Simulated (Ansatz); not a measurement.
Suppose Al₄O takes space group P4/mmm (No. 123), with Al on 4i; O on 1a. Recipe of this trial structure of Al₄O: ordered vacancies on the anion sites of antifluorite (occupants of the shared sites, in ratio, O: 1, vacant: 1).

These are results of DFT PBE, scalar-relativistic, plane waves, PAW in Ansatz, not measurements. Cutoff 420 eV, Γ-centred mesh, Gaussian smearing, no spin polarisation.

The zero of energy is the elements' standard structures at the same level (O₂ as a molecule); no fitted shifts are applied.

Problem. Predict the relaxed structure.

Solution.

Space group P4/mmm (No. 123). a = 3.785 Å, b = 3.785 Å, c = 5.925 Å, α = 90.00°, β = 90.00°, γ = 90.00°
| atom | site | symmetry | x | y | z |
| --- | --- | --- | --- | --- | --- |
| Al | 4i | 2mm. | 0.5000 | 0.0000 | 0.2705 |
| O | 1a | 4/mmm | 0.0000 | 0.0000 | 0.0000 |

Al has 2 O at 2.48 Å, 5 Al at 2.68–2.72 Å and 1 Al at 3.21 Å; O is surrounded by 8 Al at 2.48 Å. Another local minimum with the same sites may exist.

Problem. And its energy and gap?

Solution. The formation energy is +0.05 eV/atom. The gap on the 10×10×6 mesh of the 5-atom cell is 0 eV (a metal). The separate elements lie lower, so it is unstable against them.

The last run used Gaussian smearing of 0.10 eV. Symmetry constrained the relaxation, so the result can be a saddle point.
